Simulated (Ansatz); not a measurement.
**What DFT gives for SrAg4As2**

```
CELL_PARAMETERS angstrom
2.24314 3.88524 0.00000
-2.24314 3.88524 0.00000
0.00000 -2.59016 8.34423
ATOMIC_POSITIONS crystal
Sr 0.00000 0.00000 0.00000
As 0.24740 0.24740 0.74220
As 0.75260 0.75260 0.25780
Ag 0.14340 0.14340 0.43020
Ag 0.85660 0.85660 0.56980
Ag 0.43850 0.43850 0.31550
Ag 0.56150 0.56150 0.68450
```

The numbers come from plane-wave PAW DFT (Ansatz): PBE, no spin polarisation, 420 eV, 8×8×8 Γ-centred k points, fermi-dirac occupations (width 0.1 eV). Nothing was relaxed.

(1) Which element gives electrons and which takes them?

(2) Where is the largest force?

(3) What do density and ELF say about some of the short contacts?

(4) What does the stress say?

(5) Metal or insulator?

Origin: a known structure type with other elements, at an estimated volume, so it need not be a known compound.

Answers

(1) Bader charges in e: Sr +1.39, Ag -0.08 to +0.06, As -0.68. In the mean Sr gives up most and As takes most.

(2) The largest is on As2 (and as large on other atoms): 1.30 eV/Å, components (0.00, 0.00, 1.30). It makes 180° with the line to a nearest neighbour, Ag4 at 2.60 Å, pointing away from it.

(3) As–Ag at 2.60 Å: least valence density 0.37 e/Å³ and ELF 0.31 there. Ag–Ag at 2.76 Å: least valence density 0.26 e/Å³ and ELF 0.16 there. Sr–As at 3.37 Å: least valence density 0.10 e/Å³ and ELF 0.11 there. Both are smooth PAW fields, read partly inside the augmentation spheres.

(4) The pressure is 6.0 GPa (compression positive), so with the atoms held at these fractions the cell would first expand; the forces are large, so a full relaxation may end otherwise. The principal stresses 3.4, 7.3, 7.3 GPa differ, so its shape would change too.

(5) It is a metal, with about 0.79 states/eV a cell as the mean within 0.25 eV of the Fermi level.
